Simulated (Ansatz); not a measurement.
## Kick test of a cell of LiW

The structure comes from a generated guess, relaxed at this level; another structure or a mixture of phases may lie lower.

Method: DFT PBE, scalar-relativistic, plane waves, PAW in Ansatz. Cutoff 420 eV; k points 24×24×12 on the computed 2-atom cell (Γ-centred); Gaussian smearing, width 0.10 eV; no spin polarisation.

The cell below (2 atoms, space group P-6m2 (No. 187)) is relaxed within its symmetry.

```
CELL_PARAMETERS angstrom
2.69946 0.00000 0.00000
-1.34973 2.33780 0.00000
0.00000 0.00000 4.99237
ATOMIC_POSITIONS crystal
Li 0.33333 0.66667 0.00000
W 0.66667 0.33333 0.50000
```

For the test a repeat of it with 4 atoms (edges 2.70, 2.70, 9.98 Å) was strained at random (σ = 1.5 % a component), the atoms were moved at random (σ = 0.10 Å), and all was relaxed again on a coarse 12×12×2 mesh (in the run’s order of axes) with 0.20 eV smearing, with no symmetry imposed.

Spin–orbit coupling, which can matter for W, is left out.

Problem. Is the structure stable against such a distortion?

Solution. It doesn't return. The energy falls by 13 meV/atom on that mesh, the volume changes by 0.0 %, and the end has space group Amm2 (No. 38) at a loose tolerance. Relaxed again on a 12×22×22 mesh with 0.10 eV smearing, the new structure lies 26 meV/atom below the first (mesh in the axes of the run's cell; the cell below is made exact in the group named). Space group Cmmm (No. 65), orthorhombic, a = 2.914 Å, b = 4.344 Å, c = 4.960 Å. Around Li lie 4 Li at 2.62 Å, 4 W at 2.88 Å, 2 Li at 2.91 Å and 4 W at 3.30 Å; W has 4 W at 2.62 Å, 4 Li at 2.88 Å, 2 W at 2.91 Å and 4 Li at 3.30 Å.

Space group Cmmm (No. 65). a = 2.914 Å, b = 4.344 Å, c = 4.960 Å, α = 90.00°, β = 90.00°, γ = 90.00°
```json
{"atom": "Li", "site": "2d", "symmetry": "mmm", "x": "0.0000", "y": "0.0000", "z": "0.5000"}
{"atom": "W", "site": "2b", "symmetry": "mmm", "x": "0.5000", "y": "0.0000", "z": "0.0000"}
```
